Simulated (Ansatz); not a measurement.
Space group I4/mmm (No. 139). a = 5.446 Å, b = 5.446 Å, c = 3.342 Å, α = 90.00°, β = 90.00°, γ = 90.00°
| atom | site | symmetry | x | y | z |
| --- | --- | --- | --- | --- | --- |
| H | 2a | 4/mmm | 0.0000 | 0.0000 | 0.0000 |
| Br | 2b | 4/mmm | 0.0000 | 0.0000 | 0.5000 |

Equation of state of this HBr structure (not necessarily the ground state), with shape and atoms relaxed at each volume where symmetry leaves them free. Method: DFT PBEsol, scalar-relativistic, plane waves, PAW (Ansatz 0.2.0).

Settings: cutoff 420 eV, Γ-centred mesh 10×10×10 on the computed 2-atom cell, Gaussian smearing of 0.02 eV; no spin polarisation.

| V (Å³/atom) | E − E(largest V) (meV/atom) | P (GPa) | gap on mesh (eV) |
| --- | --- | --- | --- |
| 23.295 | 0.40 | 0.16 | 1.34 |
| 24.038 | -0.12 | 0.08 | 1.39 |
| 24.781 | -0.30 | 0.00 | 1.44 |
| 25.525 | -0.24 | -0.03 | 1.49 |
| 26.268 | 0.00 | -0.06 | 1.52 |

Fit a third-order Birch–Murnaghan equation to E(V).

V0 = 24.91 Å³/atom, B0 = 2 GPa, B0' = 11.0. B0' is unusual or poorly fixed by this range.

The cell holds chains, and where no dispersion correction was added their binding is poorly described.